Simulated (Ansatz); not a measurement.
In the program Ansatz at the PBEsol level (PAW), Al3GaN4 in the trigonal phase (P3m1; Pearson symbol hP8) relaxes to a = 3.130 Å, c = 10.082 Å. Ga has 4 nearest neighbours from 1.93 Å (tetrahedral); N on 1b has 4 nearest neighbours from 1.90 Å (tetrahedral); Al on 1c has 4 nearest neighbours from 1.90 Å (tetrahedral); N on 1c has 4 nearest neighbours from 1.90 Å (tetrahedral). Against the elements it lies at -1.24 eV/atom, with no fitted shifts.

The Kohn–Sham gap is 3.28 eV (direct). The valence maximum lies at Γ and the conduction minimum at Γ. HSE06 on the same cell gives 4.67 eV. Gap from PBEsol with spin–orbit coupling: 3.27 eV. The electron mass is 0.27 mₑ (isotropic).

An equation-of-state fit gives a bulk modulus of 198 GPa. The relaxed-ion elastic constants in GPa are C11 = 370, C12 = 134, C13 = 102, C14 = -1.3, C33 = 368, C44 = 104. The elastic constants imply a Debye temperature near 806 K. Perturbation theory gives ε∞ = 4.79 (xx = yy), 4.99 (zz). Letting the ions move raises it to ε0 = 8.64 (xx = yy), 10.0 (zz). Born charges are Ga +2.56, N -2.63 to -2.52, Al +2.54 to +2.65 e. The phonon dispersion is stable (no imaginary branch). Without the LO–TO term the highest mode at Γ lies at 806 cm⁻¹.

The start of the workflow was typed in or built on a structure type; neither database checked (COD, Materials Project) lists it. Whether it is the stable phase at ambient conditions was not checked. The cell was relaxed with PBEsol under the symmetry of its start. The references are the lowest solids computed at this level, not always the standard phases (solids in place of the gases). Spin–orbit coupling is left out wherever it is not named.

Potentials: the earlier of the program's two PAW sets. The files were generated under PBE; for other functionals the program regenerates the frozen cores, and for LDA and PBEsol the local potential too.
